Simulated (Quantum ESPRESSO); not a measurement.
Zr5LiHfTi, input and log of a self-consistent run

Computed values, not a measurement. The program is pw.x of Quantum ESPRESSO 7.5 (plane-wave density functional theory). The cell is made up: eight metal atoms on a hexagonal close-packed lattice, with elements, volume, strain and displacements drawn at random and not relaxed, so it may be unstable or far from any real phase. PseudoDojo standard norm-conserving files set the functional (PBE unless stated); there is no spin polarisation or spin-orbit coupling, the Fermi-Dirac width of 0.25 eV means electrons at about 2900 K, and the masses in the input are unused placeholders. Heavy elements are run without spin-orbit coupling, which real alloys of them have. A spin test at this wide smearing found no moment, but such smearing suppresses magnetism that the real alloy may have.

Input:

```
&control calculation='scf', pseudo_dir='./dojo.nc.sr.pbe.v0_5.standard.upf', outdir='./o', disk_io='minimal', tprnfor=.true., tstress=.true. /
&system ibrav=0, nat=8, ntyp=4, nbnd=61, ecutwfc=84.00895049, nosym=.true., tot_charge=0,
 occupations='smearing', smearing='fd', degauss=0.0183746611
/
&electrons conv_thr=1.470e-08, electron_maxstep=70, mixing_beta=0.5 /
ATOMIC_SPECIES
Hf 1.0 Hf.upf
Li 1.0 Li.upf
Ti 1.0 Ti.upf
Zr 1.0 Zr.upf
CELL_PARAMETERS angstrom
3.0983 -0.0166 0.0245
-0.0287 5.3852 0.0277
0.0766 0.0502 9.9697
ATOMIC_POSITIONS angstrom
Zr 0.0896 0.036 -0.056
Zr 0.038 0.0104 5.001
Li 0.0192 1.8084 2.3981
Zr 0.0785 1.8191 7.5137
Zr 1.5469 2.6309 0.1049
Zr 1.5332 2.6739 4.9172
Hf 1.4898 4.5901 2.552
Ti 1.5764 4.5186 7.6381
K_POINTS automatic
8 4 3 1 1 1
```

The log is shortened where brackets say so; the opening notice, blank lines, dates and the lines on written files are dropped, and the path of the files is cut. It prints rydbergs, bohrs and kilobars, and counts compression as positive stress. Its total energy is the free energy E - TS of the whole cell.

```
     Program PWSCF v.7.5
     Parallel version (MPI & OpenMP), running on       4 processor cores
     Number of MPI processes:                 4
     Threads/MPI process:                     1
     [start-up lines left out]
     bravais-lattice index     =            0
     lattice parameter (alat)  =       5.8552  a.u.
     unit-cell volume          =    1122.4158 (a.u.)^3
     number of atoms/cell      =            8
     number of atomic types    =            4
     number of electrons       =        87.00
     number of Kohn-Sham states=           61
     kinetic-energy cutoff     =      84.0090  Ry
     charge density cutoff     =     336.0358  Ry
     scf convergence threshold =      1.5E-08
     mixing beta               =       0.5000
     number of iterations used =            8  plain     mixing
     Exchange-correlation= PBE
                           (   1   4   3   4   0   0   0)
     [axes and pseudopotential details left out]
   Cartesian axes
     site n.     atom                  positions (alat units)
         1        Zr     tau(   1) = (   0.0289178   0.0116187  -0.0180736  )
         2        Zr     tau(   2) = (   0.0122642   0.0033565   1.6140373  )
         3        Li     tau(   3) = (   0.0061967   0.5836483   0.7739698  )
         4        Zr     tau(   4) = (   0.0253353   0.5871016   2.4249935  )
         5        Zr     tau(   5) = (   0.4992510   0.8491043   0.0338557  )
         6        Zr     tau(   6) = (   0.4948294   0.8629823   1.5869915  )
         7        Hf     tau(   7) = (   0.4808224   1.4814223   0.8236399  )
         8        Ti     tau(   8) = (   0.5087719   1.4583462   2.4651427  )
     number of k points=    48  Fermi-Dirac smearing, width (Ry)=  0.0184
                       cart. coord. in units 2pi/alat
        k(    1) = (   0.0624856   0.0719912   0.0509550), wk =   0.0416667
        k(    2) = (   0.0641299   0.0730658  -0.1562535), wk =   0.0416667
     [further k points left out]
     Dense  grid:   116719 G-vectors     FFT dimensions: (  36,  60, 120)
     Estimated max dynamical RAM per process >     355.86 MB
     Estimated total dynamical RAM >       1.31 GB
     Initial potential from superposition of free atoms
     starting charge      86.9802, renormalised to      87.0000
     Starting wfcs are   72 randomized atomic wfcs
     total cpu time spent up to now is       10.8 secs
     per-process dynamical memory:   273.8 Mb
     Self-consistent Calculation
     iteration #  1     ecut=    84.01 Ry     beta= 0.50
     Davidson diagonalization with overlap
     ethr =  1.00E-02,  avg # of iterations =  3.0
     Threshold (ethr) on eigenvalues was too large:
     Diagonalizing with lowered threshold
     Davidson diagonalization with overlap
     ethr =  5.77E-04,  avg # of iterations =  3.6
     total cpu time spent up to now is       55.9 secs
     total energy              =    -751.86539904 Ry
     estimated scf accuracy    <       0.52744366 Ry
     iteration #  2     ecut=    84.01 Ry     beta= 0.50
     Davidson diagonalization with overlap
     ethr =  6.06E-04,  avg # of iterations =  7.1
     total cpu time spent up to now is       89.1 secs
     total energy              =    -751.02908880 Ry
     estimated scf accuracy    <      17.96453143 Ry
     iteration #  3     ecut=    84.01 Ry     beta= 0.50
     Davidson diagonalization with overlap
     ethr =  6.06E-04,  avg # of iterations =  7.0
     total cpu time spent up to now is      119.4 secs
     total energy              =    -751.81902589 Ry
     estimated scf accuracy    <       6.44794893 Ry
     iteration #  4     ecut=    84.01 Ry     beta= 0.50
     Davidson diagonalization with overlap
     ethr =  6.06E-04,  avg # of iterations =  2.5
     total cpu time spent up to now is      140.1 secs
     total energy              =    -752.08878889 Ry
     estimated scf accuracy    <       0.49673421 Ry
     iteration #  5     ecut=    84.01 Ry     beta= 0.50
     Davidson diagonalization with overlap
     ethr =  5.71E-04,  avg # of iterations =  1.7
     total cpu time spent up to now is      158.7 secs
     total energy              =    -752.09112052 Ry
     estimated scf accuracy    <       0.69284695 Ry
     [iterations 6 to 14 left out]
     iteration # 15     ecut=    84.01 Ry     beta= 0.50
     Davidson diagonalization with overlap
     ethr =  3.21E-08,  avg # of iterations =  1.0
     total cpu time spent up to now is      373.0 secs
     total energy              =    -752.13297636 Ry
     estimated scf accuracy    <       0.00003119 Ry
     iteration # 16     ecut=    84.01 Ry     beta= 0.50
     Davidson diagonalization with overlap
     ethr =  3.21E-08,  avg # of iterations =  1.0
     total cpu time spent up to now is      390.0 secs
     total energy              =    -752.13297778 Ry
     estimated scf accuracy    <       0.00000127 Ry
     iteration # 17     ecut=    84.01 Ry     beta= 0.50
     Davidson diagonalization with overlap
     ethr =  1.46E-09,  avg # of iterations =  2.8
     total cpu time spent up to now is      408.7 secs
     total energy              =    -752.13297788 Ry
     estimated scf accuracy    <       0.00000002 Ry
     iteration # 18     ecut=    84.01 Ry     beta= 0.50
     Davidson diagonalization with overlap
     ethr =  2.13E-11,  avg # of iterations =  6.6
     total cpu time spent up to now is      439.8 secs
     total energy              =    -752.13297789 Ry
     estimated scf accuracy    <       0.00000002 Ry
     iteration # 19     ecut=    84.01 Ry     beta= 0.50
     Davidson diagonalization with overlap
     ethr =  2.13E-11,  avg # of iterations =  2.0
     total cpu time spent up to now is      462.8 secs
     End of self-consistent calculation
     [lines on levels left out]
!    total energy              =    -752.13297789 Ry
     estimated scf accuracy    <          2.4E-09 Ry
     smearing contrib. (-TS)   =      -0.15088100 Ry
     internal energy E=F+TS    =    -751.98209689 Ry
     The total energy is F=E-TS. E is the sum of the following terms:
     one-electron contribution =    -196.87106297 Ry
     hartree contribution      =     128.90351460 Ry
     xc contribution           =    -149.72712896 Ry
     ewald contribution        =    -534.28741956 Ry
     convergence has been achieved in  19 iterations
     Forces acting on atoms (cartesian axes, Ry/au):
     atom    1 type  4   force =    -0.01210626   -0.02987221    0.01334754
     atom    2 type  4   force =    -0.00792069   -0.01288009    0.01802037
     atom    3 type  2   force =    -0.00522373   -0.00186954    0.01677017
     atom    4 type  4   force =    -0.00894871    0.01990478   -0.01374634
     atom    5 type  4   force =     0.00996258    0.02768622    0.00008807
     atom    6 type  4   force =     0.00807647    0.00830171   -0.00269428
     atom    7 type  1   force =     0.00934173    0.00581646   -0.00943453
     atom    8 type  3   force =     0.00681861   -0.01708734   -0.02235099
     Total force =     0.069304     Total SCF correction =     0.000148
     Computing stress (Cartesian axis) and pressure
          total   stress  (Ry/bohr**3)                   (kbar)     P=       53.85
   0.00034670   0.00001552  -0.00002136           51.00        2.28       -3.14
   0.00001552   0.00036302  -0.00001791            2.28       53.40       -2.63
  -0.00002136  -0.00001791   0.00038856           -3.14       -2.63       57.16
     init_run     :     10.21s CPU     10.59s WALL (       1 calls)
     electrons    :    448.88s CPU    452.02s WALL (       1 calls)
     forces       :      2.79s CPU      2.82s WALL (       1 calls)
     stress       :     11.09s CPU     11.09s WALL (       1 calls)
     [timing details left out]
     PWSCF        :   7m53.20s CPU   7m56.88s WALL
     JOB DONE.
```

In other units: free energy -10233.290 eV for the cell, pressure 5.39 GPa, largest force component 0.768 eV/Å in size. The run took 479 s of wall time with four MPI processes on a shared machine (Intel Xeon, older, virtual cores), so the time is rough. A rerun of this cell at a higher cutoff and on a denser mesh moved values by no more than 0.002 eV in energy, 0.06 GPa in stress and 0.006 eV/Å in force, and a second program with other atomic files agreed on that cell to 2 % rms in force and 0.5 GPa in pressure.